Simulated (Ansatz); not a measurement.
AlP:
Space group P6₂22 (No. 180); a = 3.8209 Å, b = 3.8209 Å, c = 8.6326 Å, α = 90.00°, β = 90.00°, γ = 120.00°

| atom | site | symmetry | x | y | z |
|---|---|---|---|---|---|
| Al | 3d | 222 | 0.5000 | 0.0000 | 0.5000 |
| P | 3c | 222 | 0.5000 | 0.0000 | 0.0000 |

Relaxed with PBEsol.

Which orbitals make up the states near the band edges in DFT-PBEsol in the program Ansatz with PAW potentials?

Top 1 eV of the valence band: P 3p 76 %, Al 3p 18 %. Bottom 1 eV of the conduction band: Al 3p 40 %, Al 3s 22 %, P 3p 15 %, P 3s 10 %, outside the projected shells 13 %. Projections are on Löwdin-orthogonalised atomic valence shells; empty p or d shells of many metals are not among them.

Tabulate the density of states.

States/eV per cell of 6 atoms, in 0.25 eV bins, energy from the valence-band maximum.

```
E (eV)  total  P 3p  Al 3p  Al 3s
------  -----  ----  -----  -----
-7.85    0.00  0.00   0.00   0.00
-7.60    0.00  0.00   0.00   0.00
-7.35    0.00  0.00   0.00   0.00
-7.10    0.00  0.00   0.00   0.00
-6.85    0.00  0.00   0.00   0.00
-6.60    1.51  0.87   0.17   0.44
-6.35    2.49  1.41   0.25   0.74
-6.10    2.58  1.44   0.31   0.67
-5.85    3.24  1.82   0.39   0.81
-5.60    1.84  1.04   0.23   0.41
-5.35    0.95  0.54   0.13   0.18
-5.10    1.72  0.97   0.38   0.25
-4.85    3.49  1.94   0.78   0.52
-4.60    2.81  1.57   0.52   0.48
-4.35    1.79  1.02   0.36   0.26
-4.10    2.24  1.31   0.52   0.26
-3.85    2.50  1.48   0.60   0.26
-3.60    2.56  1.54   0.63   0.23
-3.35    2.60  1.59   0.65   0.19
-3.10    3.07  1.92   0.76   0.23
-2.85    3.16  2.02   0.75   0.25
-2.60    3.25  2.15   0.75   0.22
-2.35    4.36  2.99   0.96   0.25
-2.10    4.24  2.96   0.92   0.22
-1.85    3.39  2.43   0.70   0.15
-1.60    3.93  2.93   0.74   0.14
-1.35    4.27  3.16   0.80   0.16
-1.10    4.80  3.54   0.97   0.15
-0.85    2.42  1.84   0.42   0.07
-0.60    1.69  1.29   0.31   0.04
-0.35    0.92  0.70   0.18   0.01
-0.10    0.19  0.15   0.04   0.00
0.15     0.00  0.00   0.00   0.00
0.40     0.00  0.00   0.00   0.00
0.65     0.00  0.00   0.00   0.00
0.90     0.06  0.01   0.02   0.01
1.15     0.40  0.06   0.16   0.09
1.40     1.35  0.22   0.53   0.30
1.65     1.93  0.29   0.78   0.43
1.90     2.51  0.38   1.05   0.51
2.15     3.94  0.67   1.58   0.76
2.40     3.69  0.69   1.38   0.69
2.65     4.37  0.85   1.56   0.84
2.90     4.05  0.81   1.39   0.82
3.15     4.05  0.89   1.45   0.70
3.40     3.30  0.71   1.25   0.55
3.65     3.13  0.66   1.15   0.52
3.90     3.97  0.88   1.33   0.71
4.15     3.71  0.79   1.41   0.56
4.40     3.40  0.60   1.48   0.31
4.65     3.76  0.72   1.55   0.33
4.90     2.94  0.58   1.14   0.29
5.15     2.95  0.52   1.13   0.27
5.40     2.95  0.51   1.11   0.28
5.65     2.99  0.47   1.06   0.26
```

Space group P6_222. The start of the workflow was typed in or built on a structure type; neither database checked (COD, Materials Project) lists it. It is not the phase usual at ambient conditions (space group No. 216). The PBEsol relaxation kept the symmetry of its start; its stability against distortions is not shown here.

Potentials: the earlier of the program's two PAW sets. The files were generated under PBE; for other functionals the program regenerates the frozen cores, and for LDA and PBEsol the local potential too.
